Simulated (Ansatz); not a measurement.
## AlCu: moving Cu off its site

AlCu, Pm-3m, a = 2.998 Å (as given, not relaxed at this level: -4.9 GPa). The structure is a Materials Project entry; whether it is the stable form wasn't checked. Ansatz: r2SCAN, PAW, 500 eV, Γ-centred 16×16×16 mesh on 2 atoms, Gaussian smearing 0.15 eV; no spin polarisation.

```xyz
2
Lattice="2.9975 0.0000 0.0000 0.0000 2.9975 0.0000 0.0000 0.0000 2.9975" Properties=species:S:1:pos:R:3 pbc="T T T"
Al    0.0000    0.0000    0.0000
Cu    1.4988    1.4988    1.4988
```

Atom 2 (Cu) moves by x along the unit vector (-1.000, 0.000, 0.000), with its periodic images; all else is held. y is the free energy of the cell over the start, F the force along the path summed over the moved atoms. Symmetry makes y even in x.

```
 x (Å) y (meV) F (eV/Å)
-0.200        ?         ?
-0.100     19.9      0.40
 0.000      0.0      0.00
 0.025      1.2     -0.10
 0.050      5.0     -0.20
 0.075     11.2     -0.30
 0.125     31.2     -0.50
 0.150     44.9     -0.60
 0.175     61.1     -0.70
```

**Question.** Fit y = c2 x² + c4 x⁴ to the energies of the other rows, give the force constant, and predict energy and force of the missing row.

**Answer.** Least squares on the rows shown. y = 1994 x² + 61.67 x⁴. The force constant is 2 c2 = 3.99 eV/Å², for the cell as given, at -4.9 GPa (for all images moving together, not for a lone atom). With two atoms in a cubic cell this is the optical mode at Γ (in a metal it hangs on mesh and smearing): ω = 521.5 √(2 c2/μ) = 239 cm⁻¹ for μ = 18.94 u. The force −dy/dx at the missing row is 0.80 eV/Å (computed 0.80). At x = -0.200 the fit asked for gives 79.9 meV. The run gave 79.8 meV, so the fit is 0.1 meV too high, a small miss on the scale of the series.